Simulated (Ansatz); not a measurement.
Relaxed-ion elastic tensor of Se (trigonal Se type, P3_121) in GPa (Voigt order), r²SCAN+D4 in the plane-wave PAW code Ansatz; density 4.77 g/cm³, 27.51 Å³ per atom.

```
19.0   7.2  18.4   7.2   0.0   0.0
 7.2  19.0  18.4  -7.2   0.0   0.0
18.4  18.4  86.9   0.0   0.0   0.0
 7.2  -7.2   0.0  19.7   0.0   0.0
 0.0   0.0   0.0   0.0  19.7   7.2
 0.0   0.0   0.0   0.0   7.2   5.9
```

### Question
Is the crystal mechanically stable?

### Answer
Yes: the smallest eigenvalue of C is 2.8 GPa.

### Question
Work out the Voigt, Reuss and Hill averages.

### Answer
K_V = 23.6, K_R = 12.6, K_H = 18.1; G_V = 14.5, G_R = 5.7, G_H = 10.1 GPa.

### Question
Give Young's modulus, Poisson's ratio, Pugh's ratio and the universal anisotropy index.

### Answer
E = 9KG/(3K + G) = 25.5 GPa; ν = 0.27; K/G = 1.80 (near the Pugh limit of 1.75, no verdict); A_U = 5G_V/G_R + K_V/K_R − 6 = 8.65.

### Question
Estimate the sound speeds and the Debye temperature.

### Answer
v_l = √((K + 4G/3)/ρ) = 2570 m/s, v_t = √(G/ρ) = 1450 m/s, mean 1620 m/s; Θ = (h/k)(3n/4πV)^(1/3) v_m = 159 K.

### Question
Solve the Christoffel equation for the three sound speeds along x, y, z.

### Answer
Eigenvalues of C_ijkl n_j n_l equal ρv² (piezoelectric stiffening left out). In km/s, slowest first: x 0.77, 2.00, 2.19; y 1.11, 1.60, 2.36; z 2.04, 2.04, 4.27.

### Question
How much does each axis shrink under pressure?

### Answer
Linear compressibilities β_i = Σ_j S_ij (j = 1 to 3): x 43, y 43, z -6.6 per TPa.

The cell was relaxed with r²SCAN+D4 under the symmetry of its start; of distortions, only those at the zone centre were tested.

Potentials: the later of the program's two PAW sets.
